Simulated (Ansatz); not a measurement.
Given:

Starting cell, As (A7 type, space group R-3m):

```
As
1.0
    1.87270     1.08120     3.25149
   -1.87270     1.08120     3.25149
    0.00000    -2.16240     3.25149
As
2
Cartesian
  0.00000   0.00000   2.27026
  0.00000   0.00000   7.48420
```

In each cell atom 2 (As, nearest neighbour As at 2.517 Å; its periodic images, 3.7 Å or more away, move with it) moves by s·(0.000, 0.000, 1.000) (along Cartesian z), the rest being held.

Method: PBEsol-D3(BJ) (plane waves to 420 eV, PAW, scalar-relativistic; Ansatz, a program for electronic structure). k mesh 12×12×12 (Γ-centred), Fermi-Dirac smearing 0.05 eV. Energies are smeared free energies. With partly filled bands, energies and forces of such displacements shift with the k mesh and the smearing. As was relaxed with its symmetry unable to fall. ΔE is measured from the undisplaced structure.

The scan covers s from -0.250 to 0.250 Å in 11 points.

**Question.** Is the energy the same for displacements of ±0.250 Å, and if not, which side lies higher?

**Answer.** Not even: the positive side lies higher at ±0.250 Å. With its periodic images moving along, the atom's site symmetry in this cell is 3m.

**Question.** What force acts on the atom along the line at s = -0.250 Å?

**Answer.** 0.507 eV/Å.

**Question.** What is the force constant k = d²E/ds² of this move at s = 0?

**Answer.** 7.31 eV/Å².

**Question.** With two atoms in the cell this is the zone-centre optical mode. What wavenumber follows?

**Answer.** 230 cm⁻¹.

(A displaced cell: forces are minus the slopes of the energy, force constants its curvatures, and phonons follow from these.)
